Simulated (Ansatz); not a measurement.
CdF$_{2}$ (fluorite)

```cif
data_CdF2
_chemical_formula_sum 'Cd1 F2'
_space_group_name_H-M_alt 'P 1'
_space_group_IT_number 1
_cell_length_a 3.81020
_cell_length_b 3.81020
_cell_length_c 3.81020
_cell_angle_alpha 60.000
_cell_angle_beta 60.000
_cell_angle_gamma 60.000
loop_
_space_group_symop_operation_xyz
  'x, y, z'
loop_
_atom_site_label
_atom_site_type_symbol
_atom_site_fract_x
_atom_site_fract_y
_atom_site_fract_z
_atom_site_occupancy
Cd1 Cd 0.00000 0.00000 0.00000 1
F1 F 0.25000 0.25000 0.25000 1
F2 F 0.75000 0.75000 0.75000 1
```

The volume is varied about the relaxed value V₀ at fixed cell shape. Symmetry pins the atoms to their sites.

Method: r2SCAN (plane waves to 500 eV, PAW, scalar-relativistic; Ansatz, a program for electronic structure). k mesh 11×11×11 (Γ-centred), Fermi-Dirac smearing 0.05 eV. The energy includes the smearing's −TS. CdF2 was relaxed with its symmetry unable to fall. The zero of ΔE is the relaxed starting cell.

```csv
V (Å³/atom),ΔE (meV/atom)
11.734,56.3
12.060,30.1
12.386,12.7
12.712,3.0
13.038,0.0
13.364,2.7
13.690,10.4
14.016,22.5
14.342,38.2
```

**Question.** What is the fitted pressure derivative B₀′?

**Answer.** 4.8.

**Question.** What bulk modulus B₀ follows from a third-order Birch-Murnaghan fit?

**Answer.** 113 GPa. Check by three points about V = 13.038 Å³/atom, step 0.326: d²E/dV² ≈ (3.0 − 2·0.0 + 2.7) meV / 0.326² = 0.0537 eV/Å⁶, and V·d²E/dV² × 160.2 = 112 GPa.

(Under strain, the slope of the energy per volume gives the stress and its curvature an elastic modulus.)
